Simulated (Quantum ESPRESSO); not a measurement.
**Cheap against tight settings: MgO**

```xyz
2
Lattice="0.0000 2.0970 2.0970 2.0970 0.0000 2.0970 2.0970 2.0970 0.0000" Properties=species:S:1:pos:R:3 pbc="T T T"
Mg     0.0000     0.0000     0.0000
O      2.0970     2.0970     2.0970
```
Geometry: a computed entry of the Materials Project; it was not checked against measured cells. It is MgO in Fm-3m. Stability against distortions was not tested.

Method: σ by PBE GIPAW on JTH datasets (Quantum ESPRESSO, modified build). The cutoff rises from row to row, with the meshes as listed. Costs are rough, from a shared machine. Shieldings are absolute and leave out the bulk-susceptibility term; a larger σ means a smaller chemical shift. The datasets of Mg hold no d projectors, which limits absolute σ on these atoms. The structure is static (0 K, no zero-point motion).

```tsv
setting	cutoff (Ha)	k-mesh
A	15.5	5×5×5 through Γ
B	17.5	4×4×4 shifted
C	22.5	6×6×6 shifted
D	32.5	8×8×8 shifted
```

Problem. From which setting on does σ_iso O (ppm) stay within 1 of the tightest run?

Solution. From C on. Differences from the tightest run: A -12.8, B 2.8, C 0.2.

```
setting  cutoff (Ha)           k-mesh  σ_iso Mg (ppm)  σ_iso O (ppm)  f-sum rule missed by (%)  rough cost ratio
-------  -----------  ---------------  --------------  -------------  ------------------------  ----------------
A               15.5  5×5×5 through Γ           527.1          176.5                      0.16           about 1
B               17.5    4×4×4 shifted           526.7          192.2                      0.05           about 1
C               22.5    6×6×6 shifted           522.3          189.5                      0.00                 4
D               32.5    8×8×8 shifted           522.2          189.4                      0.00                20
```
